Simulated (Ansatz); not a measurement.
GaN (zincblende), relaxed with r2SCAN: 3 runs in Ansatz 0.2.0, each a construction of maximally localised Wannier functions. It is cubic, F-43m (No. 216); conventional cell a = 4.498 Å, 11.37 Å³ an atom. Around Ga lie 4 N at 1.95 Å; around N lie 4 Ga at 1.95 Å. No spin polarisation and no zero-point or thermal motion.

```
CELL_PARAMETERS angstrom
0.00000 2.24895 2.24895
2.24895 0.00000 2.24895
2.24895 2.24895 0.00000
ATOMIC_POSITIONS crystal
Ga 0.00000 0.00000 0.00000
N 0.25000 0.25000 0.25000
```

Windows count from the top of the filled bands; a dash means that no such window was set (without an outer window there is no disentanglement).

| functional | SCF mesh | trial orbitals | functions | mesh | window (eV) | frozen (eV) | Ω total (Å²) | Ω invariant (Å²) | largest spread (Å²) | least projectability | interpolation miss of the model's filled bands (eV, to the nearest computed level) |
| --- | --- | --- | --- | --- | --- | --- | --- | --- | --- | --- | --- |
| PBE | 8×8×8 | N p | 3 | 6×6×6 | – | – | 4.73 | 4.63 | 1.58 | 0.70 | 0.135 |
| r2SCAN | 8×8×8 | N p | 3 | 6×6×6 | – | – | 4.59 | 4.51 | 1.53 | 0.72 | 0.120 |
| HSE06 | 6×6×6 | N p | 3 | 6×6×6 | – | – | 4.47 | 4.39 | 1.49 | 0.73 | – |
